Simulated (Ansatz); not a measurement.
Input:

CaCu5 in space group P6/mmm (No. 191; Ca on 1a, Cu on 2c, Cu on 3g), a = 5.0616 Å, b = 5.0616 Å, c = 3.9873 Å, α = 90.00°, β = 90.00°, γ = 120.00°.

This is the r²SCAN-relaxed structure.

All from DFT-r²SCAN in the program Ansatz with PAW potentials, unless another level is named. Estimate the formation energy from the elements (no fitted shifts).

-0.11 eV/atom.

And the density of states at the Fermi level?

0.38 states/eV per atom (mean over ±0.08 eV).

The workflow started from a Materials Project entry (that database holds measured and hypothetical structures alike); the Crystallography Open Database copy checked does not list it. Its standing as an ambient phase is unchecked. Symmetry was held in the r²SCAN relaxation; whether a distortion lowers the energy is not shown. The run is not spin-polarised. Axis ratios of metals converge slowly with the k-mesh, so a and c are less sure than the volume. The references are the lowest solids computed at this level, not always the standard phases.

Potentials: the later of the program's two PAW sets.
